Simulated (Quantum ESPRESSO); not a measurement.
## Kohn-Sham bands of Ba2CuClO2 (R-3m)

```
CELL_PARAMETERS angstrom
     -2.16516     3.75017     0.00000
     -4.33032     0.00000     0.00000
     -2.16516     1.25006     9.60853
ATOMIC_POSITIONS crystal
  Ba 0.74513 0.74513 0.76461
  Ba 0.25487 0.25487 0.23539
  Cu 0.50000 0.50000 0.50000
  Cl 0.00000 0.00000 0.00000
  O  0.56302 0.56302 0.31095
  O  0.43698 0.43698 0.68905
```

Cell from Materials Project (mp-551456), symmetrised, no further relaxation. COD (Crystallography Open Database) has an entry of this formula and space group (matched by these alone). Computed values, not measurements, from PBEsol: Quantum ESPRESSO (norm-conserving PseudoDojo potentials, cutoff 74 Ry, no spin polarisation, no spin-orbit coupling) on a Γ-centred 4×4×4 mesh, then Wannier90. Density: 8×8×8 mesh, Gaussian smearing 0.01 Ry. A non-magnetic state is assumed, with no Hubbard U; filled 3d bands tend to lie too high at this level. Spin-orbit coupling is left out although heavy elements are present.

Energies are relative to the valence-band maximum; weights are on the orthonormalised atomic waves of the pseudopotential files, averaged over the group. 58 electrons a cell are treated as valence.

```csv
bands,from (eV),to (eV),filling,weight on atomic waves
1,-110.97,-110.97,filled,…
2,-68.75,-68.75,filled,…
3–4,-68.40,-68.39,filled,…
5–6,-26.56,-26.47,filled,…
7–8,-17.07,-16.47,filled,…
9,-15.37,-15.26,filled,…
10–15,-12.00,-11.18,filled,…
16–19,-4.48,-3.41,filled,…
20–27,-3.11,-0.80,filled,…
28–29,-0.31,0.00,filled,…
```

### Question
Which atomic shells make up each group?

### Answer

- 1, weight on atomic waves: Cu 3s 99 %
- 2, weight on atomic waves: Cu 3p 100 %
- 3–4, weight on atomic waves: Cu 3p 100 %
- 5–6, weight on atomic waves: Ba 5s 98 %
- 7–8, weight on atomic waves: O 2s 85 %, Ba 5p 6 %
- 9, weight on atomic waves: Cl 3s 92 %, Ba 6s 5 %
- 10–15, weight on atomic waves: Ba 5p 94 %
- 16–19, weight on atomic waves: Cl 3p 66 %, O 2p 19 %, Cu 3d 6 %
- 20–27, weight on atomic waves: O 2p 46 %, Cu 3d 42 %
- 28–29, weight on atomic waves: Cu 3d 58 %, O 2p 37 %

The Kohn-Sham gap over both meshes and the path is 2.14 eV.
